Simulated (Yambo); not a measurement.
Given:

```
CELL_PARAMETERS angstrom
      3.14426     0.00000     0.00000
     -1.57213     2.72301     0.00000
      0.00000     0.00000     4.95247
ATOMIC_POSITIONS crystal
  N  0.66667 0.33333 0.88248
  N  0.33333 0.66667 0.38248
  Al 0.66667 0.33333 0.49752
  Al 0.33333 0.66667 0.99752
```

Workflow: norm-conserving PBEsol (Quantum ESPRESSO, 84 Ry, no spin-orbit coupling), then G0W0 in Yambo (6×6×4 Γ-centred k mesh, 78 bands and a 8 Ry block in the screening, 78 bands in G with the Bruneval-Gonze terminator, plasmon pole fitted at 27.2 eV).

Task: Give the PBEsol and G0W0 gaps between the band edges found on this mesh, and say where the edges lie.

Result: Edges: Γ → Γ. PBEsol: 3.90 eV; G0W0: 5.35 eV. Convergence of the G0W0 settings was not tested. 

Geometry strained from the cell relaxed with PBEsol, atoms relaxed again.
